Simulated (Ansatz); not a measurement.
Here is the system:

SnO$_{2}$:
```yaml
crystal:
  lattice:
    - [4.72016, 0.00000, 0.00000]
    - [0.00000, 4.72016, 0.00000]
    - [0.00000, 0.00000, 3.18872]
  atoms:
    - { symbol: Sn, position: [0.50000, 0.50000, 0.50000] }
    - { symbol: Sn, position: [0.00000, 0.00000, 0.00000] }
    - { symbol: O, position: [0.19393, 0.80607, 0.50000] }
    - { symbol: O, position: [0.80607, 0.19393, 0.50000] }
    - { symbol: O, position: [0.69393, 0.69393, 0.00000] }
    - { symbol: O, position: [0.30607, 0.30607, 0.00000] }
```

This is the LDA-relaxed structure.

All from plane-wave PAW LDA (Ansatz code), unless another level is named. Estimate the electronic dielectric constant ε∞ (DFPT).

4.43 (xx = yy), 4.76 (zz).

Give the static dielectric constant ε0 (ions relaxed, cell fixed).

13.0 (xx = yy), 10.1 (zz).

Predict the Born charges (a third of the trace).

Sn +4.26, O -2.13 e.

Space group P4_2/mnm (rutile). The cell was relaxed with LDA under the symmetry of its start. Spin–orbit coupling is left out wherever it is not named.

Potentials: the earlier of the program's two PAW sets. The files were generated under PBE; for other functionals the program regenerates the frozen cores, and for LDA and PBEsol the local potential too.
